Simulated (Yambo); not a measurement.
G0W0@LDA for CaClOH (space group P6_3mc, No. 186) in Yambo (3×3×1 mesh, 8 Ry block, plasmon pole, screening fixed), without a terminator:

| bands N in G | gap Γ → Γ (eV) | shift of the valence edge (eV) |
|---|---|---|
| 87 | 7.651 | -1.141 |
| 149 | 7.727 | -1.414 |
| 235 | 7.786 | -1.555 |

Task: Extrapolate both columns to infinite N with E(N) = E∞ + A/N, test the form, and compare with the terminator.

Result: From two points, E∞ = (N2 E2 − N1 E1)/(N2 − N1). The two largest N give 7.89 eV for the gap and -1.80 eV for the shift; the two smallest give 7.83 eV and -1.80 eV. For the gap the slopes A are -16 and -24 eV: the form isn't reached, and its limit is uncertain. For the shift the slopes A are 57 and 57 eV: the 1/N form holds. With the Bruneval-Gonze terminator and 235 bands the run gives 7.84 eV and -1.69 eV, 0.05 eV and 0.11 eV from the extrapolated values: the terminator too is an estimate of the remainder. Block, mesh and the bands in W are held fixed.

Geometry of the Materials Project entry, not relaxed at this level; primitive cell a = b = 3.870 Å, c = 9.810 Å, α = β = 90.00°, γ = 120.00°.

The structure is a Materials Project entry; no match was found in the copy of COD used, and its stability was not checked.

A shift is the quasiparticle energy of the state minus its LDA energy.
